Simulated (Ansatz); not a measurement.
## CaZn₂Ge₂: pressure against volume

A database entry relaxed whole under r2SCAN (I4/mmm):

```
CELL_PARAMETERS angstrom
-2.12179 2.12179 5.32238
2.12179 -2.12179 5.32238
2.12179 2.12179 -5.32238
ATOMIC_POSITIONS crystal
Ca 0.00000 0.00000 0.00000
Zn 0.75000 0.25000 0.50000
Zn 0.25000 0.75000 0.50000
Ge 0.38304 0.38304 0.00000
Ge 0.61696 0.61696 0.00000
```

The cell was scaled uniformly, its shape held, and the atoms relaxed at each volume with plane-wave PAW DFT (Ansatz 0.2.0; r2SCAN, 500 eV, 11×11×11 Γ-centred mesh, fermi-dirac occupations of width 0.100 eV; no spin, no spin-orbit coupling). One row is withheld.

```json
{"volume (Å³/atom)": "18.019", "energy over the lowest (meV/atom)": "16.2", "pressure (GPa)": "4.78"}
{"volume (Å³/atom)": "18.402", "energy over the lowest (meV/atom)": "6.9", "pressure (GPa)": "3.01"}
{"volume (Å³/atom)": "18.786", "energy over the lowest (meV/atom)": "1.7", "pressure (GPa)": "1.43"}
{"volume (Å³/atom)": "19.169", "energy over the lowest (meV/atom)": "0.0", "pressure (GPa)": "0.01"}
{"volume (Å³/atom)": "19.552", "energy over the lowest (meV/atom)": "1.6", "pressure (GPa)": "-1.26"}
{"volume (Å³/atom)": "19.936", "energy over the lowest (meV/atom)": "?", "pressure (GPa)": "?"}
{"volume (Å³/atom)": "20.319", "energy over the lowest (meV/atom)": "13.1", "pressure (GPa)": "-3.42"}
```

Fit the pressures of the other rows to the third-order Birch-Murnaghan form.

With f = [(V₀/V)^(2/3) − 1]/2 and P = 3B₀f(1 + 2f)^(5/2)[1 + 3(B₀′ − 4)f/2], least squares gives V₀ = 19.17 Å³ an atom, B₀ = 67 GPa and B₀′ = 4.5; the rows miss the fit by less than 0.01 GPa. The slope of the energies differs from these pressures by less than 0.05 GPa.

What does the withheld row hold?

The fit gives -2.40 GPa at 19.936 Å³; the run gave -2.40 GPa and 6.0 meV an atom.

Caveats: the shape of the cell was held, so B₀ is an upper bound where the axes differ in stiffness; 0 K, fixed nuclei; the symmetry was kept, and this need not be the phase that is stable at 0 K; one mesh for all volumes; pressure is positive in compression.
